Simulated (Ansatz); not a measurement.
C (graphite type, space group P6_3/mmc)

Space group P6₃/mmc (No. 194); a = b = 2.455 Å, c = 6.670 Å, α = β = 90.00°, γ = 120.00°

```tsv
atom	site	symmetry	x	y	z
C	2b	-6m2	0.0000	0.0000	0.2500
C	2c	-6m2	0.3333	0.6667	0.2500
```

The volume is varied about the relaxed value V₀ at fixed cell shape. Symmetry pins the atoms to their sites.

The numbers are results of r2SCAN+rVV10 (plane waves to 500 eV, PAW, scalar-relativistic; Ansatz, an electronic-structure program), not measurements. k mesh 15×15×5 (Γ-centred), Fermi-Dirac smearing 0.05 eV. E stands for the smeared free energy. With the shape held, the modulus is that of even scaling; a crystal free to change shape is softer. C was relaxed with its symmetry unable to fall. The PAW data are Ansatz's earlier set. ΔE is measured from the relaxed starting cell. The last digit holds for this mesh only.

```tsv
V (Å³/atom)	ΔE (meV/atom)
7.313	262.5
7.591	159.0
7.870	84.8
8.149	35.8
8.427	8.5
8.706	0.0
8.984	7.7
9.263	29.5
9.542	63.3
9.820	107.7
10.099	161.0
```

Q: What is the fitted pressure derivative B₀′?

A: 3.5.

Q: What bulk modulus at fixed cell shape B₀ follows from a third-order Birch-Murnaghan fit?

A: 291 GPa. Check by three points about V = 8.706 Å³/atom, step 0.557: d²E/dV² ≈ (36 − 2·0 + 29) meV / 0.557² = 0.209 eV/Å⁶, and V·d²E/dV² × 160.2 = 292 GPa.

(A scan under strain: stresses follow from slopes of the energy per volume, elastic moduli from its curvatures.)
